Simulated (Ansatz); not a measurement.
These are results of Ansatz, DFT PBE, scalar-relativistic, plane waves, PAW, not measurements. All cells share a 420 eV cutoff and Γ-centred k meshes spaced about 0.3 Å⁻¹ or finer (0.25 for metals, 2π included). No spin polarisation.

All energies are static (0 K, no zero-point motion).

Two forms of K3TaO3 were relaxed alike.

A.

```cif
data_structure
_symmetry_space_group_name_H-M 'Cmcm'
_symmetry_Int_Tables_number 63
_cell_length_a 9.3806
_cell_length_b 11.5741
_cell_length_c 5.9328
_cell_angle_alpha 90.000
_cell_angle_beta 90.000
_cell_angle_gamma 90.000
_cell_volume 644.14
loop_
_atom_site_label
_atom_site_type_symbol
_atom_site_symmetry_multiplicity
_atom_site_Wyckoff_symbol
_atom_site_fract_x
_atom_site_fract_y
_atom_site_fract_z
_atom_site_occupancy
K1 K 4 c 0.50000 0.10557 0.75000 1
K2 K 8 g 0.79482 0.89209 0.75000 1
Ta1 Ta 4 c 0.50000 0.70113 0.75000 1
O1 O 8 g 0.17505 0.12482 0.75000 1
O2 O 4 c 0.50000 0.86328 0.75000 1
```

B.

```cif
data_structure
_symmetry_space_group_name_H-M 'P6_3/mmc'
_symmetry_Int_Tables_number 194
_cell_length_a 8.2190
_cell_length_b 8.2190
_cell_length_c 5.8975
_cell_angle_alpha 90.000
_cell_angle_beta 90.000
_cell_angle_gamma 120.000
_cell_volume 345.01
loop_
_atom_site_label
_atom_site_type_symbol
_atom_site_symmetry_multiplicity
_atom_site_Wyckoff_symbol
_atom_site_fract_x
_atom_site_fract_y
_atom_site_fract_z
_atom_site_occupancy
K1 K 6 h 0.64865 0.82432 0.75000 1
Ta1 Ta 2 c 0.66667 0.33333 0.75000 1
O1 O 6 h 0.40426 0.20213 0.75000 1
```

Task: Which would you expect to be lower, and how large is the difference?

Result: They are level within the accuracy (3 meV/atom apart, with B the lower in these runs). A has space group Cmcm (No. 63), 23.0 Å³/atom and a gap of 1.83 eV on its mesh; B has space group P6_3/mmc (No. 194), 24.6 Å³/atom and a gap of 1.57 eV. Counting O atoms around K and Ta (those within 1.25 times the shortest such distance or 1.15 times the sum of covalent radii, 1.27 where that leaves under three; a plus sign parts nearer from farther groups; a slash parts the counts of unlike sites), A has K 4+1/5, Ta 3 and B has K 2+2, Ta 3. In A, K on a site of symmetry m2m has 1 O at 2.80 Å, 4 O at 2.99–3.06 Å, 6 K at 3.71–3.84 Å and 2 Ta at 3.72 Å; Ta is surrounded by 3 O at 1.86–1.88 Å, 8 K at 3.54–3.72 Å and 2 K at 4.06 Å; O on a site of symmetry m is surrounded by 1 Ta at 1.86 Å, 1 K at 2.71 Å and 3 K at 2.99–3.06 Å; 2 more sites not described. In B, K is surrounded by 2 O at 2.71 Å, 2 O at 2.97 Å and 2 Ta at 3.71 Å; Ta has 3 O at 1.87 Å and 6 K at 3.71 Å; around O lie 1 Ta at 1.87 Å, 2 K at 2.71 Å and 2 K at 2.97 Å. Both come from trial cells of a structure search, whose lowest cell (P2_1/m, 24.8 Å³/atom) lies 15 meV/atom below the lower of the two.

Spin–orbit coupling, which can matter for Ta, is left out. Kohn–Sham gaps at this level usually fall short of measured ones. With atoms moved at random, A (by 17 meV/atom) fell into a lower structure. B had no clear such test and can be a saddle point. Some types were kept out of the candidates beforehand, so the set may lack a known form.
